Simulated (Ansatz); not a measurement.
**Question.** Re (hcp (Mg type), P6_3/mmc) is relaxed with LDA in the plane-wave PAW code Ansatz. What lattice parameters of the conventional cell result?

**Answer.** a = 2.738 Å, c = 4.415 Å.

Symmetry was held in the LDA relaxation. No spin polarisation was allowed. Axis ratios of metals converge slowly with the k-mesh, so a and c are less sure than the volume. Scalar-relativistic: spin–orbit coupling is off unless named, which matters more the heavier the elements.

Potentials: the later of the program's two PAW sets.
